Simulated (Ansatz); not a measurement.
Relaxed-ion elastic tensor of YAs (rock salt, Fm-3m) in GPa (Voigt order), DFT-LDA in the program Ansatz with PAW potentials; density 5.89 g/cm³, 23.11 Å³ per atom.

```
 214  24.7  24.7   0.0   0.0   0.0
24.7   214  24.7   0.0   0.0   0.0
24.7  24.7   214   0.0   0.0   0.0
 0.0   0.0   0.0  40.2   0.0   0.0
 0.0   0.0   0.0   0.0  40.2   0.0
 0.0   0.0   0.0   0.0   0.0  40.2
```

Is the crystal mechanically stable?

Yes: the smallest eigenvalue of C is 40.2 GPa.

Work out the Voigt, Reuss and Hill averages.

K_V = 88.0, K_R = 88.0, K_H = 88.0; G_V = 62.1, G_R = 52.3, G_H = 57.2 GPa.

Give Young's modulus, Poisson's ratio, Pugh's ratio and the universal anisotropy index.

E = 9KG/(3K + G) = 141 GPa; ν = 0.23; K/G = 1.54 (brittle by the Pugh limit of 1.75); A_U = 5G_V/G_R + K_V/K_R − 6 = 0.94.

Estimate the sound speeds and the Debye temperature.

v_l = √((K + 4G/3)/ρ) = 5280 m/s, v_t = √(G/ρ) = 3120 m/s, mean 3450 m/s; Θ = (h/k)(3n/4πV)^(1/3) v_m = 361 K.

Give the Zener ratio and Young's modulus along [100], [110] and [111].

A = 2C44/(C11 − C12) = 0.42; 1/E = S11 − 2(S11 − S12 − S44/2)Γ with Γ = 0, 1/4, 1/3 gives 209, 120, 105 GPa.

The workflow started from a Materials Project entry (that database holds measured and hypothetical structures alike); the Crystallography Open Database files this formula in space group No. 225, but the cells were not matched. Its standing as an ambient phase is unchecked. Symmetry was held in the LDA relaxation; of distortions, only those at the zone centre were tested. No spin polarisation was allowed. As this level gives no gap, shear constants depend on the k-mesh and smearing (Fermi–Dirac, 0.1 eV here).

Potentials: the later of the program's two PAW sets.
